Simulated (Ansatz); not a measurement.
# Al$_{4}$Ni$_{3}$Pd: relaxed-ion elastic tensor

Method: Ansatz, DFT PBE, scalar-relativistic, plane waves, PAW. Cutoff 420 eV, 10×10×10 k-points (Γ-centred), Fermi-Dirac smearing of 0.15 eV. No spin polarisation.

Relaxed structure:
```
Al Ni Pd
1.0
    -2.94795    2.94795    2.94795
     2.94795   -2.94795    2.94795
     2.94795    2.94795   -2.94795
Al Ni Pd
4 3 1
Direct
  0.50000 0.00000 0.00000
  0.00000 0.00000 0.50000
  0.50000 0.50000 0.50000
  0.00000 0.50000 0.00000
  0.00000 0.50000 0.50000
  0.50000 0.50000 0.00000
  0.50000 0.00000 0.50000
  0.00000 0.00000 0.00000
```

The structure comes from a generated guess, relaxed at this level; another structure or a mixture of phases may lie lower. In a metal, frequencies and elastic constants depend on the k mesh and the smearing, soft modes and shear constants most.

Task: Give the relaxed-ion elastic constants (GPa, Voigt order xx yy zz yz xz xy, on the Cartesian axes of the cell above).

Result:
C11 = 193.4, C12 = 137.6, C13 = 137.6, C22 = 193.4, C23 = 137.6, C33 = 193.4, C44 = 107.2, C55 = 107.2, C66 = 107.2 GPa; the others vanish.

Task: Is the crystal stable against homogeneous strain?

Result: Yes: the least eigenvalue of the tensor is 55.8 GPa.

Task: And the moduli of a polycrystal (Hill averages)?

Result: B = 156 GPa, G = 63 GPa, E = 166 GPa, ν = 0.32.
